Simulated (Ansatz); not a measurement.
Starting cell, ZrB2 (AlB2 type, space group P6/mmm):

```yaml
crystal:
  lattice:
    - [3.16770, 0.00000, 0.00000]
    - [-1.58385, 2.74331, 0.00000]
    - [0.00000, 0.00000, 3.55026]
  atoms:
    - { symbol: Zr, position: [0.00000, 0.00000, 0.00000] }
    - { symbol: B, position: [0.33333, 0.66667, 0.50000] }
    - { symbol: B, position: [0.66667, 0.33333, 0.50000] }
```

The atoms are displaced by Q × the pattern below (from a DFPT mode at Γ, largest move 1; Q in Å), at fixed cell.

```json
[
 {"atom": "Zr1", "x": "0.000", "y": "0.000", "z": "-0.237"},
 {"atom": "B2", "x": "0.000", "y": "0.000", "z": "1.000"},
 {"atom": "B3", "x": "0.000", "y": "0.000", "z": "1.000"}
]
```

All values below come from r2SCAN (plane waves to 500 eV, PAW, scalar-relativistic; Ansatz, an electronic-structure program). k mesh 17×17×13 (Γ-centred), Fermi-Dirac smearing 0.05 eV. Energies are smeared free energies. With partly filled bands, energies and forces of such displacements shift with the k mesh and the smearing. ZrB2 is run without spin polarisation. ZrB2 was relaxed with its symmetry unable to fall. ΔE is measured from the undisplaced structure. The last digit holds for this mesh only.

```json
[
 {"Q (Å)": "-0.1000", "ΔE (meV/cell)": "110.3"},
 {"Q (Å)": "-0.0833", "ΔE (meV/cell)": "76.4"},
 {"Q (Å)": "-0.0667", "ΔE (meV/cell)": "48.7"},
 {"Q (Å)": "-0.0500", "ΔE (meV/cell)": "withheld"},
 {"Q (Å)": "-0.0333", "ΔE (meV/cell)": "12.1"},
 {"Q (Å)": "-0.0167", "ΔE (meV/cell)": "3.0"},
 {"Q (Å)": "0.0000", "ΔE (meV/cell)": "0.0"},
 {"Q (Å)": "0.0167", "ΔE (meV/cell)": "3.0"},
 {"Q (Å)": "0.0333", "ΔE (meV/cell)": "12.1"},
 {"Q (Å)": "0.0500", "ΔE (meV/cell)": "withheld"},
 {"Q (Å)": "0.0667", "ΔE (meV/cell)": "48.7"},
 {"Q (Å)": "0.0833", "ΔE (meV/cell)": "76.4"},
 {"Q (Å)": "0.1000", "ΔE (meV/cell)": "110.3"}
]
```

Task: Fit an even polynomial form (powers 2, 4) to the given rows and predict ΔE at Q = 0.0500.

Result: Least squares on the 11 given rows: ΔE = (10910)·Q² + (12420)·Q⁴, in meV/cell with Q in Å; root-mean-square residual 0.06 meV/cell. At 0.0500 the fit gives 27.4 meV/cell; the calculation gives 27.4 meV/cell, the same to the digits shown. The quadratic term alone would give 27.3 meV/cell.

(For displaced atoms, the force is minus the slope of the energy, and its curvature is a force constant, which sets phonon frequencies.)
